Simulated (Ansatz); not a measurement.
# IrW: computed property card

IrW:
```yaml
crystal:
  lattice:
    - [2.74779, 0.00000, 0.00000]
    - [0.00000, 2.74779, 0.00000]
    - [0.00000, 0.00000, 3.89790]
  atoms:
    - { symbol: Ir, position: [0.00000, 0.00000, 0.00000] }
    - { symbol: W, position: [0.50000, 0.50000, 0.50000] }
```

Space group P4/mmm (No. 123), L1₀ or tetragonal B2; conventional cell a = 2.748 Å, b = 2.748 Å, c = 3.898 Å, α = 90.00°, β = 90.00°, γ = 90.00°.

Method: PBEsol in the plane-wave PAW code Ansatz. The cell and atoms are relaxed at this level. Other levels are named where they apply.

**Cell and energy**

- Volume per atom: 14.72 Å³
- Density: 21.22 g/cm³
- Formation energy from the elements (no fitted shifts): -0.30 eV/atom

**Electronic structure**

* **Electronic character**: metallic (no gap)
* **Density of states at the Fermi level**: 0.43 states/eV per atom (mean over ±0.08 eV)
* **Gap with spin–orbit coupling**: none (metallic)

**Mechanics**

- Bulk modulus (Birch–Murnaghan fit) = 363 GPa
- Pressure derivative B′ = 4.6
- Elastic constants (relaxed ions, GPa) = C11 = 746, C12 = 105, C13 = 239, C33 = 626, C44 = 253, C66 = 108
- Mechanical stability = stable (all eigenvalues of C positive)
- Hill bulk and shear moduli = 365 and 210 GPa
- Young's modulus = 530 GPa
- Poisson's ratio = 0.26
- Debye temperature from the elastic constants = 425 K

**Phonons**

Highest zone-centre frequency: 157 cm⁻¹
Zone-centre stability: no imaginary mode at Γ

The start of the workflow was typed in or built on a structure type; neither database checked (COD, Materials Project) lists it. COD files the formula under space group No. 51. Whether it is the stable phase at ambient conditions was not checked. The cell was relaxed with PBEsol under the symmetry of its start. The run is not spin-polarised. As this level gives no gap, shear constants depend on the k-mesh and smearing (Fermi–Dirac, 0.1 eV here). As this level gives no gap, phonon frequencies hold no LO–TO term and depend on the k-mesh and smearing (Fermi–Dirac, 0.1 eV here). Axis ratios of metals converge slowly with the k-mesh, so a and c are less sure than the volume. The references are the lowest solids computed at this level, not always the standard phases. Scalar-relativistic: spin–orbit coupling is off unless named, which matters more the heavier the elements.

Potentials: the earlier of the program's two PAW sets. The files were generated under PBE; for other functionals the program regenerates the frozen cores, and for LDA and PBEsol the local potential too.
